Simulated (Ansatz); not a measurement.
## Data sheet: Be2Fe (DFT)

Be2Fe:
```cif
data_Be8Fe4
_chemical_formula_sum 'Be8 Fe4'
_space_group_name_H-M_alt 'P 1'
_space_group_IT_number 1
_cell_length_a 4.19086
_cell_length_b 4.19086
_cell_length_c 6.79650
_cell_angle_alpha 90.000
_cell_angle_beta 90.000
_cell_angle_gamma 120.000
loop_
_space_group_symop_operation_xyz
  'x, y, z'
loop_
_atom_site_label
_atom_site_type_symbol
_atom_site_fract_x
_atom_site_fract_y
_atom_site_fract_z
_atom_site_occupancy
Be1 Be 0.82958 0.65915 0.25000 1
Be2 Be 0.17042 0.82958 0.75000 1
Be3 Be 0.34085 0.17042 0.25000 1
Be4 Be 0.17042 0.34085 0.75000 1
Be5 Be 0.82958 0.17042 0.25000 1
Be6 Be 0.65915 0.82958 0.75000 1
Be7 Be 0.00000 0.00000 0.00000 1
Be8 Be 0.00000 0.00000 0.50000 1
Fe1 Fe 0.33333 0.66667 0.06149 1
Fe2 Fe 0.66667 0.33333 0.56149 1
Fe3 Fe 0.33333 0.66667 0.43851 1
Fe4 Fe 0.66667 0.33333 0.93851 1
```
The run is spin-polarised; directions of the spins, atom by atom: 0 0 0 0 0 0 0 0 ↑ ↑ ↑ ↑.

Space group P6_3/mmc (No. 194); conventional cell a = 4.191 Å, b = 4.191 Å, c = 6.797 Å, α = 90.00°, β = 90.00°, γ = 120.00°.

Method: plane-wave PAW r²SCAN (Ansatz code). Structure relaxed to zero pressure with the same functional. Other levels are named where they apply.

### Cell and energy

```
Quantity                                                      Result
-----------------------------------------------------  -------------
Volume per atom                                              8.61 Å³
Density                                                   4.75 g/cm³
Formation energy from the elements (no fitted shifts)  -0.23 eV/atom
```

### Electronic structure

```
Item                                                                         Value
------------------------------------  --------------------------------------------
Electronic character                                             metallic (no gap)
Density of states at the Fermi level  0.27 states/eV per atom (mean over ±0.08 eV)
```

### Magnetism

```
Item                      Result
--------------  ----------------
Magnetic order     ferromagnetic
Net moment      0.71 μB per atom
```

### Mechanics

```
Quantity                              Value
----------------------------------  -------
Bulk modulus (Birch–Murnaghan fit)  155 GPa
Pressure derivative B′                  4.1
```

The workflow started from an entry of the Crystallography Open Database (COD). Its standing as an ambient phase is unchecked. Symmetry was held in the r²SCAN relaxation; whether a distortion lowers the energy is not shown. Spin order of the final state: ferromagnetic, chosen from 2 collinear starts compared on coarse meshes (ties went to the first, and starts can fall back to one state), not a proven ground state. Other orbital occupations within this spin state were not tried. For itinerant 3d metals, meta-GGAs of the SCAN family and hybrids are commonly reported to give too large moments. Axis ratios of metals converge slowly with the k-mesh, so a and c are less sure than the volume. The references are the lowest solids computed at this level, not always the standard phases.

Potentials: the later of the program's two PAW sets.
